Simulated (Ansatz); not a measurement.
## Property card for SiGe

SiGe (CsCl type, space group No. 221), a = 3.2417 Å, b = 3.2417 Å, c = 3.2417 Å, α = 90.00°, β = 90.00°, γ = 90.00°.

Space group Pm-3m (No. 221), CsCl type; conventional cell a = 3.242 Å, b = 3.242 Å, c = 3.242 Å, α = 90.00°, β = 90.00°, γ = 90.00°.

Method: PBE in the plane-wave PAW code Ansatz. Structure relaxed to zero pressure with the same functional. Other levels are named where they apply.

**Cell and energy**

- Volume per atom: 17.03 Å³
- Density: 4.91 g/cm³
- Formation energy from the elements (no fitted shifts): 0.51 eV/atom

**Electronic structure**

- Electronic character: metallic (no gap)
- Density of states at the Fermi level: 0.49 states/eV per atom (mean over ±0.08 eV)
- Gap with spin–orbit coupling: none (metallic)

**Mechanics**

- Bulk modulus (Birch–Murnaghan fit) = 73.1 GPa
- Pressure derivative B′ = 5.1
- Elastic constants (relaxed ions, GPa) = C11 = 55.1, C12 = 85.5, C44 = 18.0
- Mechanical stability = unstable (C has a negative eigenvalue)

**Phonons**

* **Highest zone-centre frequency**: 15.7 meV
* **Zone-centre stability**: no imaginary mode at Γ
* **Dynamical stability on the path**: unstable, down to 101i cm⁻¹

**Charges**

Bader charges: Ge +0.01, Si -0.01 e

The cell is a constructed one: a structure type filled with these elements; neither database checked (COD, Materials Project) lists it. Whether it is the stable phase at ambient conditions was not checked. Symmetry was held in the PBE relaxation. As this level gives no gap, shear constants depend on the k-mesh and smearing (Fermi–Dirac, 0.1 eV here). As this level gives no gap, phonon frequencies hold no LO–TO term and depend on the k-mesh and smearing (Fermi–Dirac, 0.1 eV here). On the denser mesh and wider smearing of the elastic run this cell carries a stress of 0.3 GPa. The references are the lowest solids computed at this level, not always the standard phases. Spin–orbit coupling is left out wherever it is not named.

Potentials: the later of the program's two PAW sets.
